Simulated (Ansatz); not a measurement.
Input file for Ansatz (a first-principles code):

Ansatz 0.2 input:
```yaml
crystal:
  lattice:
    - [3.919933468, 0.0, 0.0]
    - [0.0, 3.919933468, 0.0]
    - [0.0, 0.0, 4.0023743051]
  atoms:
    - { symbol: Ta, position: [0.5, 0.5, 0.4091039312] }
    - { symbol: Li, position: [0.0, 0.0, 0.1509439773] }
    - { symbol: O, position: [0.5, 0.5, 0.8662981937] }
    - { symbol: O, position: [0.5, 0.0, 0.3398269489] }
    - { symbol: O, position: [0.0, 0.5, 0.3398269489] }
kpoints:
  mp_grid: { grid: [7, 7, 7] }
hamiltonian:
  xc: pbesol
  pseudopotentials: { kind: paw }
scf:
  occupations: { method: fixed }
phonons:
  method: dfpt
  response_accuracy: low
  eigenvectors: true
  rigid_motions: translations
  dielectric: true
```

Output (shortened):

```
Pseudopotential: Ta, paw, valence charge 13
Pseudopotential: Li, paw, valence charge 3
Pseudopotential: O, paw, valence charge 6
Functional definition: PBEsol
Crystal: 5 atoms, lattice volume = 61.500 Å³
Basis set: ecut = 420 eV, 1221 PW (Γ), exchange–correlation on 54×54×54 points (8 copies of the dense FFT grid, shifted against one another)
Bands: 22, of which v1, the nominal top of the filled ones, is band 17 counted from 1 (16 counted from 0)
Symmetry: 8 space group operations
k-points: 172 of 343 (irreducible under 1 space group operation, time reversal used)
SCF iter   1: F=—  HF=-11697.785537 eV  |F-HF|=—  |Δ(HF+E_count)|=         —  Δρ=1.59e-2  dr2=1.37e-1  ethr=1.77e-3  ⟨swp⟩=4.7  Hψ=15690  notcnv=0  defer=392
preconditioner: auto → Resta (q_TF=auto, 2.472 Å⁻¹)
SCF iter   2: F=—  HF=-11697.755387 eV  |F-HF|=—  |Δ(HF+E_count)|=   3.01e-2  Δρ=4.40e-3  dr2=8.09e-3  ethr=4.02e-4  ⟨swp⟩=2.3  Hψ=7080  notcnv=0  defer=472
SCF iter   3: F=—  HF=-11697.753591 eV  |F-HF|=—  |Δ(HF+E_count)|=   1.80e-3  Δρ=1.11e-3  dr2=5.23e-4  ethr=2.38e-5  ⟨swp⟩=2.0  Hψ=5727  notcnv=0  defer=504
SCF iter   4: F=—  HF=-11697.753757 eV  |F-HF|=—  |Δ(HF+E_count)|=   1.66e-4  Δρ=6.50e-4  dr2=2.06e-4  ethr=1.54e-6  ⟨swp⟩=2.0  Hψ=6712  notcnv=0  defer=512
SCF iter   5: F=—  HF=-11697.753759 eV  |F-HF|=—  |Δ(HF+E_count)|=   2.26e-6  Δρ=1.28e-4  dr2=1.34e-5  ethr=6.05e-7  ⟨swp⟩=2.0  Hψ=5206  notcnv=0  defer=346
SCF iter   6: F=—  HF=-11697.753778 eV  |F-HF|=—  |Δ(HF+E_count)|=   1.96e-5  Δρ=3.82e-5  dr2=1.25e-6  ethr=3.95e-8  ⟨swp⟩=2.0  Hψ=6168  notcnv=0  defer=346
SCF iter   7: F=—  HF=-11697.753780 eV  |F-HF|=—  |Δ(HF+E_count)|=   1.93e-6  Δρ=1.08e-5  dr2=1.40e-7  ethr=3.67e-9  ⟨swp⟩=2.0  Hψ=4864  notcnv=0  defer=176
SCF iter   8: F=—  HF=-11697.753781 eV  |F-HF|=—  |Δ(HF+E_count)|=   2.51e-7  Δρ=3.27e-6  dr2=9.44e-9  ethr=4.11e-10  ⟨swp⟩=2.0  Hψ=6350  notcnv=0  defer=176
SCF iter  10: F=-11697.753781 eV  HF=-11697.753781 eV  |F-HF|=5.64e-11  |Δ(HF+E_count)|=  5.09e-10  Δρ=1.81e-7  dr2=3.56e-11  ethr=1.00e-12  ⟨swp⟩=12.8  Hψ=22627  notcnv=0
SCF 1 converged in 10 iterations: F = -11697.753781 eV  dr2 = 3.56e-11
NSCF: frozen V_eff on 7 k-points
DFPT response loops at Γ: preconditioner auto → none (the input reference at scf.mixing.eps_inf says where Resta's filter doesn't serve); β = 0.50 …
── the response to a field inside a basis, on 8×8×8 k-points: an SCF that follows is theirs, and a resumed run solves both again ──
Crystal: 5 atoms, lattice volume = 61.500 Å³
Bands: 18, of which v1, the nominal top of the filled ones, is band 17 counted from 1 (16 counted from 0)
k-points: 40 of 512 (time reversal used)
SCF iter   1: F=—  HF=-11697.751401 eV  |F-HF|=—  |Δ(HF+E_count)|=         —  Δρ=4.35e-4  dr2=2.10e-5  ethr=1.00e-1
preconditioner: auto → Resta (q_TF=auto, 2.472 Å⁻¹)
SCF iter   2: F=—  HF=-11697.751401 eV  |F-HF|=—  |Δ(HF+E_count)|=   1.36e-7  Δρ=1.95e-4  dr2=6.99e-6  ethr=6.16e-8
SCF iter   3: F=—  HF=-11697.751402 eV  |F-HF|=—  |Δ(HF+E_count)|=   7.86e-7  Δρ=8.50e-5  dr2=8.42e-7  ethr=2.06e-8
SCF iter   4: F=-11697.751402 eV  HF=-11697.751402 eV  |F-HF|=4.77e-8  |Δ(HF+E_count)|=   2.52e-7  Δρ=1.15e-5  dr2=7.07e-8  ethr=2.48e-9
SCF 1 converged in 4 iterations: F = -11697.751402 eV  dr2 = 7.07e-8
DFPT response loops at Γ: mixed as the last ones told, above
SCF converged after 10 iterations
Free energy (F): -11697.753781 eV
Harris-Foulkes:  -11697.753781 eV  (|F-HF|=5.64e-11)
Internal energy: -11697.753781 eV  (E = F + TS)
E sigma→0 (E₀):  -11697.753781 eV
Fermi energy:    6.220870 eV
--- Per-component energies (eV) ---
  E_band       = -360.429077
  E_kinetic    = 910.210389
  E_local      = -2466.749292  (includes V_loc(G=0)·N_el)
  E_nonlocal   = 129.191818
  E_hartree    = 899.319313
  E_xc         = -445.321575
  E_vxc        = -496.851700  (∫ρ·V_xc dr)
  E_paw        = -8749.951211  (= ΣΔE_a)
  E_vpaw       = -234.876272  (= ΣTr[D̂ρ^β])
  E_aug_tail   = 0.007436  (compensation charges beyond the density's cutoff)
  E_ewald      = -1974.780169
  E_core_change = 0.319510  (= ΣΔE_core)
  E_smearing   =  0.000000  (= −TS)
  E_closure    =  0.000000  (closes the sum)
  Σ components = -11697.753781   (vs F -11697.753781, Δ=0.00e0)
  [band-id]    e_kinetic+e_local+e_nonlocal+2·e_hartree+e_vxc+e_vpaw+e_augmentation_tail = -360.428995   (vs E_band -360.429077, Δ=8.25e-5)
--- Band table (eV; the first three rows and the last of 172) ---
  k-point 0: bands = ["-60.9627", "-37.1489", "-27.5856", "-27.5856", "-27.5591", "-11.5166", "-10.7878", "-10.2322", "2.9766", "2.9766", "3.5794", "4.8432", "4.8432", "4.8841", "5.0433", "5.0433", "5.4033", "8.5029", "9.9488", "9.9488", "11.1223", "13.6119"]
  k-point 1: bands = ["-60.9626", "-37.1489", "-27.5850", "-27.5850", "-27.5747", "-11.4739", "-10.7846", "-10.0864", "2.9237", "2.9237", "3.1886", "4.6159", "4.6159", "4.8319", "4.8703", "5.1534", "5.1534", "8.5160", "10.3399", "10.3399", "11.3985", "13.6252"]
  k-point 2: bands = ["-60.9625", "-37.1488", "-27.6094", "-27.5836", "-27.5836", "-11.3984", "-10.7775", "-9.7031", "2.0714", "2.7876", "2.7876", "4.2108", "4.3488", "4.3488", "4.7183", "5.2262", "5.2262", "8.5459", "11.2124", "11.2124", "12.0500", "13.6524"]…
  k-point 171: bands = ["-60.9619", "-37.1482", "-27.6883", "-27.6019", "-27.5690", "-10.9799", "-10.1088", "-9.9469", "0.7930", "2.2155", "2.8427", "3.0073", "3.7381", "4.4620", "4.6457", "5.1978", "5.2823", "10.3139", "11.2426", "11.5548", "13.6069", "14.7308"]
--- Phonons (Γ-DFPT): 9 representative perturbations + reference, on 172 of 343 k-points (Σ response iterations 27) ---
  ASR residual: 2.166e-4 → 0.000e0 eV/Å²; symmetrization residual: 4.426e-5 eV/Å²
  ASR residual per site (eV/Å²): 2.10e-4 9.08e-5 2.17e-4 9.36e-5 9.36e-5
  Γ frequencies (cm⁻¹): 0.00 0.00 0.00 185.97 185.97 206.95 206.95 215.82 266.22 301.41 301.41 310.30 605.62 605.62 694.39
  ε∞ (high-frequency dielectric tensor):
        4.556718     0.000000     0.000000
        0.000000     4.556718     0.000000
        0.000000     0.000000     4.349568
  ε⁰ (static dielectric tensor: ions relaxed, cell fixed):
       39.390914     0.000000     0.000000
        0.000000    39.390914     0.000000
        0.000000     0.000000    14.778881
  ε⁰ − ε∞ (ionic part):
       34.834196     0.000000     0.000000
        0.000000    34.834196     0.000000
        0.000000     0.000000    10.429313
  softest optical mode at Γ: 185.97 cm⁻¹; the repairs (sum rule, projections) moved no ω² at Γ by more than (5.45 cm⁻¹)²
  Born effective charges Z* (e; rows j = field, columns β = displacement):
    site 0:
         7.57942    0.00000    0.00000
         0.00000    7.57942    0.00000
         0.00000    0.00000    6.77119
    site 1:
         1.10544    0.00000    0.00000
         0.00000    1.10544    0.00000
         0.00000    0.00000    1.01671
    site 2:
        -1.26266    0.00000    0.00000
         0.00000   -1.26266    0.00000
         0.00000    0.00000   -5.23620
    site 3:
        -1.65827    0.00000    0.00000
         0.00000   -5.76392    0.00000
         0.00000    0.00000   -1.27586
    site 4:
        -5.76392    0.00000    0.00000
         0.00000   -1.65827    0.00000
         0.00000    0.00000   -1.27586
  Z* charge neutrality: 3.266e-3 e pre-enforcement
  solved inside a basis spanned on kpoints, on 8×8×8 k-points, its susceptibility summed on 12×12×12: ε∞ is read to err by 1.3e-2, Z* by 3.0e-2 e (field_mesh …
  optical modes at Γ without the LO–TO term, one row a degenerate level:
      ω (cm⁻¹)  modes    IR ((D/Å)²/amu)
        185.97      2            61.5952
        206.95      2             0.7633
        215.82      1             1.8244
        266.22      1             0.0000
        301.41      2             2.7330
        310.30      1            18.5714
        605.62      2            66.0262
        694.39      1            33.1177
  optical modes at Γ + LO–TO along q̂ = [1.0000, 0.0000, 0.0000]:
      ω (cm⁻¹)  modes    IR ((D/Å)²/amu)
        185.97      1            30.7976
        206.69      1             0.0005
        206.95      1             0.3816
        215.82      1             1.8244
        266.22      1             0.0000
        294.82      1             0.1720
        301.41      1             1.3665
        310.30      1            18.5714
        391.04      1             5.2194
        605.62      1            33.0131
        694.39      1            33.1177
        866.86      1            60.1670
  optical modes at Γ + LO–TO along q̂ = [0.0000, 1.0000, 0.0000]:
      ω (cm⁻¹)  modes    IR ((D/Å)²/amu)
        185.97      1            30.7976
        206.69      1             0.0005
        206.95      1             0.3816
        215.82      1             1.8244
        266.22      1             0.0000
        294.82      1             0.1720
        301.41      1             1.3665
        310.30      1            18.5714
        391.04      1             5.2194
        605.62      1            33.0131
        694.39      1            33.1177
        866.86      1            60.1670
  optical modes at Γ + LO–TO along q̂ = [0.0000, 0.0000, 1.0000]:
      ω (cm⁻¹)  modes    IR ((D/Å)²/amu)
        185.97      2            61.5952
        206.95      2             0.7633
        222.76      1             0.0764
        266.22      1             0.0000
        301.41      2             2.7330
        424.46      1             5.0657
        605.62      2            66.0262
        906.61      1            48.3715
```

Cost: around 4 core-minutes (rough) on shared cores.

Space group P4mm. The start of the workflow was typed in or built on a structure type; neither database checked (COD, Materials Project) lists it. It is not the phase usual at ambient conditions (space group No. 161). The PBEsol relaxation kept the symmetry of its start. At this level the phase is dynamically unstable (imaginary phonons). No spin polarisation was allowed. Spin–orbit coupling is left out wherever it is not named.

Potentials: the later of the program's two PAW sets.

Ansatz is a plane-wave DFT program.
